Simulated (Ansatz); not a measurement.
AlAs:
```cif
data_Al4As4
_chemical_formula_sum 'As4 Al4'
_space_group_name_H-M_alt 'F-43m'
_space_group_IT_number 216
_space_group_name_Hall 'F -4 2 3'
_cell_length_a 5.62906
_cell_length_b 5.62906
_cell_length_c 5.62906
_cell_angle_alpha 90.000
_cell_angle_beta 90.000
_cell_angle_gamma 90.000
loop_
_atom_site_label
_atom_site_type_symbol
_atom_site_symmetry_multiplicity
_atom_site_Wyckoff_symbol
_atom_site_fract_x
_atom_site_fract_y
_atom_site_fract_z
_atom_site_occupancy
As1 As 4 c 0.25000 0.25000 0.25000 1
Al1 Al 4 a 0.00000 0.00000 0.00000 1
```
(The calculation used a cell of 2 atoms; values per cell refer to that cell.)

Relaxed with LDA.

Decompose the optical modes at the zone centre into irreducible representations, and say which are infrared and Raman allowed.

Point group -43m: Γ_opt = T2. Infrared: T2. Raman: T2.

Assign frequencies (DFPT, the program Ansatz at the LDA level (PAW); without the LO–TO term).

T2 358 cm⁻¹.

Symmetry was held in the LDA relaxation; phonons on a q-mesh show no instability.

Potentials: the later of the program's two PAW sets.
